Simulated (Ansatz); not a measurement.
Pd (fcc, Cu type)

```
Pd
1.0
    0.00000     1.97130     1.97130
    1.97130     0.00000     1.97130
    1.97130     1.97130     0.00000
Pd
1
Direct
  0.00000   0.00000   0.00000
```

The slice is a {110} plane (indices of the conventional cell) through the point (0.000, 0.000, 0.000) (fractional), spanned by u = [100] and v = [1 -1 -1] in vectors of this cell: u (2.79 Å) and v (3.94 Å, at 90° to u). It covers one period; positions are fractions (u, v).

The numbers are results of PBE (plane waves to 420 eV, PAW, scalar-relativistic; Ansatz, an electronic-structure program), not measurements. k mesh 20×20×20. These are valence fields of a PAW run, semicore shells included where kept as valence: close to a nucleus they are smooth pseudo fields. Pd is run without spin polarisation. Pd was relaxed with its symmetry unable to fall. The PAW data are Ansatz's earlier set.

**Question.** What is the ELF at the midpoint of the shortest Pd–Pd line in this plane (2.79 Å)?

**Answer.** 0.20.

**Question.** What is the valence density on the shortest Pd–Pd line in this plane (2.79 Å), at its midpoint?

**Answer.** 0.28 e/Å³.

**Question.** Sketch the valence electron density on this plane as a map.

**Answer.** 
```
|@@@@%%##++--::..::--++##%%@@|
|@@%%%%**==::......::==**%%%%|
|####**++--::......::--++**##|
|++++==--::..........::--==++|
|----::::..............::::--|
|::..........................|
|        ..............      |
|        ..............      |
|        ..............      |
|        ..............      |
|        ..............      |
|        ..............      |
|        ..............      |
|::..........................|
|----::::..............::::--|
|++++==--::..........::--==++|
|####**++--::......::--++**##|
|@@%%%%**==::......::==**%%%%|
|@@@@%%##++--::..::--++##%%@@|
|@@@@@@##++--::..::--++##@@@@|
```
Scale: ten equal steps from -0.93 (start of ' ') to 1.23 (end of '@'), in the order ' .:-=+*#%@'. Values: log₁₀ of the valence density in e/Å³. The map has 14 points along u (two characters each, u = 0 at the left) and 20 along v (v = 0 in the bottom row). The scale is logarithmic, as a density can span decades between atoms and voids.
